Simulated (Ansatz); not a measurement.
# Compressing TiSb$_{2}$: a fit and a missing row

TiSb$_{2}$, I4/mcm, a = 6.635 Å, c = 5.714 Å. The structure is a COD entry; whether it is the stable form wasn't checked. Ansatz: PBEsol, PAW, 420 eV, Γ-centred 8×8×8 mesh on 6 atoms, Gaussian smearing 0.10 eV; no spin polarisation. Shape and atoms are relaxed at each volume; pressure is positive in compression.

```
V (Å³/atom) P (GPa)
     19.705     7.04
     20.334        ?
     20.963    -0.01
     21.592    -2.74
     22.221    -5.05
```

Task: Take V0 = 20.963 Å³/atom, count pressures from its P0 = -0.01 GPa, fit the third-order Birch–Murnaghan form to the other rows, and predict the missing pressure.

Result: With the Eulerian strain f = ½[(V0/V)^(2/3) − 1] and y = (P − P0)/[3f(1 + 2f)^(5/2)], the form is the line y = B0 + 1.5 B0 (B0′ − 4) f. Rows (f, y): 0.02106, 100.7; -0.00976, 97.9; -0.01905, 97.2. Means f = -0.002583, y = 98.600; Σ(Δf)² = 0.0008817, ΣΔfΔy = 0.07773; the slope is their ratio. y = 98.83 + 88.16 f GPa, so B0 = 98.8 GPa and B0′ = 4 + 2 × (88.16)/(3 × 98.83) = 4.59. At V = 20.334, f = 0.01026, y = 99.73 and P = 3.22 GPa. The run gave 3.22 GPa, the same to the digits shown.